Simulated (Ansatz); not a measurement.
A geometry of WSe2 away from equilibrium: the start of the relaxation of a generated trial cell of WSe2 in the cotunnite structure type. All values below come from r2SCAN (plane waves to 500 eV, PAW, scalar-relativistic; Ansatz, a program for electronic structure). Γ-centred k-mesh 3×5×3 on the run's cell (coarser than for final values), Fermi–Dirac smearing 0.05 eV.

```xyz
12
Lattice="7.0601 0.0000 0.0000 0.0000 4.2008 0.0000 0.0000 0.0000 8.3801" Properties=species:S:1:pos:R:3:forces:R:3 pbc="T T T" free_energy=-85409.242 pressure_GPa=-12.2
W      5.2082     1.0502     4.9937    0.0461    0.0000   -0.6228
W      1.6782     1.0502     7.5765    0.0461    0.0000    0.6228
W      1.8519     3.1506     3.3864   -0.0461    0.0000    0.6228
W      5.3819     3.1506     0.8037   -0.0461    0.0000   -0.6228
Se     4.4126     1.0502     7.7240    0.6779    0.0000   -0.2967
Se     0.8825     1.0502     4.8462    0.6779    0.0000    0.2967
Se     2.6475     3.1506     0.6562   -0.6779    0.0000    0.2967
Se     6.1776     3.1506     3.5339   -0.6779    0.0000   -0.2967
Se     3.6727     1.0502     2.8241   -0.4483    0.0000    1.4393
Se     0.1426     1.0502     1.3660   -0.4483    0.0000   -1.4393
Se     3.3874     3.1506     5.5560    0.4483    0.0000   -1.4393
Se     6.9175     3.1506     7.0142    0.4483    0.0000    1.4393
```

Positions in Å, forces in eV/Å, free energy of the cell in eV (comparable only within this code, potentials and settings). Largest force: 1.51 eV/Å, on Se9, Se10, Se11, Se12 (atoms numbered as listed); the geometry lies 0.94 eV/atom above the end of its relaxation.

No spin polarisation in the result. No dispersion correction is included, so spacings between layers, chains or molecules are soft and tend to come out too large.

The run could not lose the symmetry of its start: the end is stationary, and may be a saddle point rather than a minimum.

The end of the path is a generated cell of WSe2: the first start was made by placing the elements on the sites of a structure type, and the end was not matched to a known phase here, so it may be hypothetical. Known forms of WSe2 include space group No. 194.
